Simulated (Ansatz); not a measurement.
TaAg:
```cif
data_AgTa
_chemical_formula_sum 'Ag1 Ta1'
_space_group_name_H-M_alt 'P4/mmm'
_space_group_IT_number 123
_space_group_name_Hall '-P 4 2'
_cell_length_a 2.80497
_cell_length_b 2.80497
_cell_length_c 4.29188
_cell_angle_alpha 90.000
_cell_angle_beta 90.000
_cell_angle_gamma 90.000
loop_
_atom_site_label
_atom_site_type_symbol
_atom_site_symmetry_multiplicity
_atom_site_Wyckoff_symbol
_atom_site_fract_x
_atom_site_fract_y
_atom_site_fract_z
_atom_site_occupancy
Ag1 Ag 1 a 0.00000 0.00000 0.00000 1
Ta1 Ta 1 d 0.50000 0.50000 0.50000 1
```

Relaxed with PBEsol.

Question: Decompose the optical modes at the zone centre into irreducible representations, and say which are infrared and Raman allowed.

Answer: Point group 4/mmm: Γ_opt = A2u + Eu. Infrared: A2u, Eu. Raman: none.

Question: Assign frequencies (DFPT, DFT-PBEsol in the program Ansatz with PAW potentials).

Answer: Eu 125, A2u 185 cm⁻¹.

The start of the workflow was typed in or built on a structure type; neither database checked (COD, Materials Project) lists it. Whether it is the stable phase at ambient conditions was not checked. Symmetry was held in the PBEsol relaxation; whether a distortion lowers the energy is not shown. The run is not spin-polarised. Its formation energy is positive at this level, so the cell may be metastable or incomplete. As this level gives no gap, phonon frequencies hold no LO–TO term and depend on the k-mesh and smearing (Fermi–Dirac, 0.1 eV here). Scalar-relativistic: spin–orbit coupling is off unless named, which matters more the heavier the elements.

Potentials: the later of the program's two PAW sets.
